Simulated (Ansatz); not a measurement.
The relaxed structure here is a generated cell of Si2Ni: the first start was made by placing the elements on the sites of a structure type, and the end was not matched to a known phase here, so it may be hypothetical. Known forms of Si2Ni include space group No. 225.

One starting cell of Si2Ni (a generated cell, Si2Ni placed in the AFLOW prototype AB2_cF48_227_c_e (as in Ti2C)) was relaxed twice with Ansatz (plane waves, PAW, scalar-relativistic): with r2SCAN at 500 eV and with PBE at 420 eV. The r2SCAN result:

```xyz
12
Lattice="0.0000 4.3208 4.3208 4.3208 0.0000 4.3208 4.3208 4.3208 0.0000" Properties=species:S:1:pos:R:3 pbc="T T T"
Ni     5.4010     5.4010     5.4010
Ni     5.4010     3.2406     3.2406
Ni     3.2406     5.4010     3.2406
Ni     3.2406     3.2406     5.4010
Si     7.7671     7.7671     7.7671
Si     7.7671     5.1952     5.1952
Si     5.1952     7.7671     5.1952
Si     5.1952     5.1952     7.7671
Si     3.0348     3.0348     3.0348
Si     3.0348     5.6068     5.6068
Si     5.6068     3.0348     5.6068
Si     5.6068     5.6068     3.0348
```

```
quantity                          r2SCAN    PBE
--------------------------------  ------  -----
space group                        Fd-3m  Fd-3m
volume (Å³/atom)                   13.44      ?
a (Å)                              8.642      ?
gap (eV, no spin-orbit coupling)    0.00      ?
```

### Question
What does PBE give for the same quantities?

### Answer

- volume (Å³/atom), PBE: 13.75
- a (Å), PBE: 8.707
- gap (eV, no spin-orbit coupling), PBE: 0.00

Both levels end in the same structure; PBE's volume is 2.3 % larger. Neither column is exact.

No spin polarisation in the result. A magnetic state may lie lower.

The run could not lose the symmetry of its start, so the end can be a saddle point.

Ansatz is a program for electronic structure.
